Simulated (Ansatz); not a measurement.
A relaxation computed with Ansatz, from input to last step.

```yaml
crystal:
  lattice:
    - [3.8355456404, 0.0, 0.0]
    - [0.0, 3.8355456404, 0.0]
    - [0.0, 0.0, 3.7961215846]
  atoms:
    - { symbol: Al, position: [0.0, 0.5, 0.5] }
    - { symbol: Al, position: [0.5, 0.0, 0.5] }
    - { symbol: Al, position: [0.5, 0.5, 0.0] }
    - { symbol: Os, position: [0.0, 0.0, 0.0] }
basis:
  ecutwfc: 420
kpoints:
  mp_grid: { grid: [4, 4, 4] }
hamiltonian:
  xc: pbe
scf:
  occupations: { method: gaussian, width: 0.1 }
  lower_state_search: "off"
output:
  forces: true
  stress: true
  eigenvalues: true
relax:
  adjacent_minimum: "off"
  f_tol: 0.04
  max_steps: 70
  cell: { stress_tol: 0.4 }
```

```bash
ansatz run input.yaml --threads 1 --pin off --max-ram 2560MiB --backend cpu --events-out ev --progress --plain --runs-dir out
```

The calculation used DFT PBE, scalar-relativistic, plane waves, PAW (Ansatz).

Of 4 frames 4 are shown, positions in Å and forces in eV/Å; the SCF threshold varies from step to step. Steps run on the plane waves of an earlier cell, with a Pulay correction in the pressure. The basis is chosen afresh for the last frame, the zero of the energies, and at times for earlier ones too; energy and pressure step there, also at an unchanged geometry.

```xyz
4
Lattice="3.8355 0.0000 0.0000 0.0000 3.8355 0.0000 0.0000 0.0000 3.7961" Properties=species:S:1:pos:R:3:forces:R:3 pbc="T T T" step=1 free_energy_over_end_meV_per_atom=10.54 pressure_GPa=6.35
Al    0.0000    1.9178    1.8981    0.0000    0.0000    0.0000
Al    1.9178    0.0000    1.8981    0.0000    0.0000    0.0000
Al    1.9178    1.9178    0.0000    0.0000    0.0000    0.0000
Os    0.0000    0.0000    0.0000    0.0000    0.0000    0.0000
4
Lattice="3.8823 0.0000 0.0000 0.0000 3.8823 0.0000 0.0000 0.0000 3.8825" Properties=species:S:1:pos:R:3:forces:R:3 pbc="T T T" step=2 free_energy_over_end_meV_per_atom=1.12 pressure_GPa=-1.61
Al    0.0000    1.9412    1.9412    0.0000    0.0000    0.0000
Al    1.9412    0.0000    1.9412    0.0000    0.0000    0.0000
Al    1.9412    1.9412    0.0000    0.0000    0.0000    0.0000
Os    0.0000    0.0000    0.0000    0.0000    0.0000    0.0000
4
Lattice="3.8702 0.0000 0.0000 0.0000 3.8702 0.0000 0.0000 0.0000 3.8696" Properties=species:S:1:pos:R:3:forces:R:3 pbc="T T T" step=3 free_energy_over_end_meV_per_atom=0.30 pressure_GPa=-0.10
Al    0.0000    1.9351    1.9348    0.0000    0.0000    0.0000
Al    1.9351    0.0000    1.9348    0.0000    0.0000    0.0000
Al    1.9351    1.9351    0.0000    0.0000    0.0000    0.0000
Os    0.0000    0.0000    0.0000    0.0000    0.0000    0.0000
4
Lattice="3.8702 0.0000 0.0000 0.0000 3.8702 0.0000 0.0000 0.0000 3.8696" Properties=species:S:1:pos:R:3:forces:R:3 pbc="T T T" step=4 free_energy_over_end_meV_per_atom=0.00 pressure_GPa=-0.07
Al    0.0000    1.9351    1.9348    0.0000    0.0000    0.0000
Al    1.9351    0.0000    1.9348    0.0000    0.0000    0.0000
Al    1.9351    1.9351    0.0000    0.0000    0.0000    0.0000
Os    0.0000    0.0000    0.0000    0.0000    0.0000    0.0000
```

The start puts this composition into another compound's structure type, which needn't suit it. At the end the space group is Pm-3m (tolerance 0.05 Å).

Time: 5.5 s on 1 thread of Arm Neoverse V1, on a shared host, peak memory 0.3 GiB.

The k mesh is coarse. Spin–orbit coupling is left out, which can shift energies with elements as heavy as these.